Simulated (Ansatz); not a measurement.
# Computed properties of CuNi3N

CuNi$_{3}$N:
```yaml
crystal:
  lattice:
    - [3.70091, 0.00000, 0.00000]
    - [0.00000, 3.70091, 0.00000]
    - [0.00000, 0.00000, 3.70091]
  atoms:
    - { symbol: Cu, position: [0.00000, 0.00000, 0.00000] }
    - { symbol: Ni, position: [0.00000, 0.50000, 0.50000] }
    - { symbol: Ni, position: [0.50000, 0.00000, 0.50000] }
    - { symbol: Ni, position: [0.50000, 0.50000, 0.00000] }
    - { symbol: N, position: [0.50000, 0.50000, 0.50000] }
```
The run is spin-polarised; directions of the spins, atom by atom: 0 ↑ ↑ ↑ 0.

Space group Pm-3m (No. 221), anti-perovskite; conventional cell a = 3.7009 Å, b = 3.7009 Å, c = 3.7009 Å, α = 90.00°, β = 90.00°, γ = 90.00°.

Method: plane-wave PAW r²SCAN (Ansatz code). Structure relaxed to zero pressure with the same functional. Other levels are named where they apply.

**Cell and energy**

```yaml
volume_per_atom: 10.14 Å³
density: 8.31 g/cm³
Formation energy from the elements (no fitted shifts): -0.017 eV/atom
```

**Electronic structure**

```yaml
electronic_character: metallic (no gap)
Density of states at the Fermi level: 0.63 states/eV per atom (mean over ±0.08 eV)
```

**Magnetism**

```yaml
magnetic_order: ferromagnetic
net_moment: 0.21 μB per atom
```

The workflow started from a Materials Project entry (that database holds measured and hypothetical structures alike); the Crystallography Open Database copy checked does not list it. Its standing as an ambient phase is unchecked. The cell was relaxed with r²SCAN under the symmetry of its start; whether a distortion lowers the energy is not shown. Spin order of the final state: ferromagnetic, the only order run, not a proven ground state. Other orbital occupations within this spin state were not tried. No Hubbard U is applied. For itinerant 3d metals, meta-GGAs of the SCAN family and hybrids are commonly reported to give too large moments. The references are the lowest solids computed at this level, not always the standard phases (solids in place of the gases).

Potentials: the later of the program's two PAW sets.
